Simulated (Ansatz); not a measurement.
# A plane-wave run on InPd2F

input.yaml (Ansatz 0.2.0)

```yaml
crystal:
  lattice:
    - [3.325289, 0.533548, 0.963389]
    - [0.549643, 4.823698, -0.151027]
    - [0.4274, -0.526472, 4.311502]
  atoms:
    - { symbol: Pd, position: [0.068307, 0.585264, 0.232067] }
    - { symbol: Pd, position: [0.612629, 0.867197, 0.904563] }
    - { symbol: In, position: [0.152653, 0.158265, 0.579724] }
    - { symbol: F, position: [0.354634, 0.553553, 0.681363] }
kpoints:
  mp_grid: { grid: [6, 4, 5], shift: [0.5, 0.5, 0.5] }
magnetization:
  spin_polarized: false
scf:
  occupations: { method: fermi_dirac }
  lower_state_search: "off"
  max_iter: 200
hamiltonian:
  pseudopotentials: { kind: paw }
  xc: pbe
basis:
  ecutwfc: 420
  fft_grid_basis: typed
output:
  forces: true
  stress: true
  eigenvalues: true
  bader: true
  populations: true
  elf: true
  write_potential: true
  volumetric_format: npy
  dos:
    e_range: [-12, 8]
    de: 0.05
    projected: { site_lists: { F: [F], In: [In], Pd: [Pd] } }
checkpoint:
  read: saved_state
```

Run as

```sh
ansatz run input.yaml --threads 1 --pin off --max-ram 2560MiB --backend cpu --events-out ev --progress --plain --runs-dir out
```

The saved state is an earlier solution for the same cell, perhaps on another mesh. 

Output (shortened):

```
Free energy (F): -20350.5814 eV
Harris-Foulkes:  -20350.5814 eV  (|F-HF|=3.09e-10)
Internal energy: -20350.5331 eV  (E = F + TS)
E sigma→0 (E₀):  -20350.5572 eV
Entropy (-TS):   -0.0483 eV (-12.078 meV/atom)
Fermi energy:    13.4319 eV
--- Per-component energies (eV) ---
  E_band       = -447.5598
  E_kinetic    = 1481.8083
  E_local      = -6081.2086  (includes V_loc(G=0)·N_el)
  E_nonlocal   = 879.6917
  E_hartree    = 2463.8810
  E_xc         = -631.4533
  E_vxc        = -623.4165  (∫ρ·V_xc dr)
  E_paw        = -11858.6805  (= ΣΔE_a)
  E_vpaw       = -1032.2054  (= ΣTr[D̂ρ^β])
  E_aug_tail   = 0.0025  (compensation charges beyond the density's cutoff)
  E_ewald      = -6604.5742
  E_smearing   = -0.0483  (= −TS)
--- Forces (eV/Å), atoms counted from 1 ---
  atom   1  Pd    -0.3289    -0.0224     0.3991
  atom   2  Pd    -0.1792     1.8712     0.6340
  atom   3  In    -0.1412    -0.8618    -0.1316
  atom   4  F      0.6492    -0.9869    -0.9014
--- Stress (GPa, compression-positive) ---
        7.4868       3.2849       2.1050
        3.2849       5.0898      -0.1945
        2.1050      -0.1945       8.6656
  P = ⅓ Tr σ = 7.0807 GPa (70.807 kbar)
--- Bader charges: 4 sites ---
  site symbol  charge [e]  shift [e]
     0     Pd      0.0231     0.0006
     1     Pd     -0.1635     0.0006
     2     In      0.8596     0.0004
     3      F     -0.7192     0.0016
```

Origin: a disordered cell, so it need not be a known compound. Caveats: many states at the Fermi level without spin polarisation, so a magnetic state may lie lower; the k mesh is coarse if the cell is a metal; atoms or cell far from equilibrium.
